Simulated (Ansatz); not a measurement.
## CaO (rock salt): frozen-phonon scan

Starting cell, CaO (rock salt):

```
CELL_PARAMETERS angstrom
      0.00000     4.79484     4.79484
      2.39742     0.00000     2.39742
      2.39742     2.39742     0.00000
ATOMIC_POSITIONS crystal
  Ca 0.00000 0.00000 0.00000
  Ca 0.50000 0.00000 0.00000
  O  0.25000 0.50000 0.50000
  O  0.75000 0.50000 0.50000
```

The atoms are displaced by Q × the pattern below (from a DFPT mode at L = (0.5, 0.0, 0.0), largest move 1; Q in Å), at fixed cell. It is one choice among 2 degenerate patterns. (q is in reciprocal vectors of the primitive cell; the cell shown is doubled to hold the pattern.)

| atom | x | y | z |
|---|---|---|---|
| Ca1 | -0.285 | 0.520 | -0.805 |
| Ca2 | 0.285 | -0.520 | 0.805 |

Atoms not listed stay in place.

Calculation: r2SCAN (plane waves to 500 eV, PAW, scalar-relativistic; Ansatz, a first-principles code). k mesh 6×12×12 (Γ-centred), Fermi-Dirac smearing 0.05 eV. Energies are smeared free energies. Stress and pressure are positive under compression. CaO was relaxed with its symmetry unable to fall. The zero of ΔE is the undisplaced structure.

| Q (Å) | ΔE (meV/cell) | −dE/dQ from forces (eV/Å) | P (GPa) |
|---|---|---|---|
| -0.180 | 160.8 | 1.807 | 1.67 |
| -0.150 | 111.3 | 1.495 | 1.16 |
| -0.120 | 71.0 | 1.190 | 0.74 |
| -0.090 | 39.8 | 0.888 | 0.42 |
| -0.060 | 17.7 | 0.590 | 0.19 |
| -0.030 | 4.4 | 0.295 | 0.05 |
| 0.000 | 0.0 | 0.000 | 0.00 |
| 0.030 | 4.4 | -0.295 | 0.05 |
| 0.060 | 17.7 | -0.590 | 0.19 |
| 0.090 | 39.8 | -0.888 | 0.42 |
| 0.120 | 71.0 | -1.190 | 0.74 |
| 0.150 | 111.3 | -1.495 | 1.16 |
| 0.180 | 160.8 | -1.807 | 1.67 |

What the scan shows:

| Item | Value |
|---|---|
| Energy at Q = 0.180 Å | 160.8 meV/cell |
| Space group of the distorted cell | P-1 (No. 2), lowered from Fm-3m |
| Symmetry of the curve | even: the same for both signs |
| Shape of the curve | a single well with its minimum at or next to zero displacement |
| Harmonic wavenumber from the curvature (finite differences) | 182 cm⁻¹ |
| Wavenumber by perturbation theory (DFPT, on another k mesh) | 182 cm⁻¹ |

(A displaced cell: forces are minus the slopes of the energy, force constants its curvatures, and phonons follow from these.)
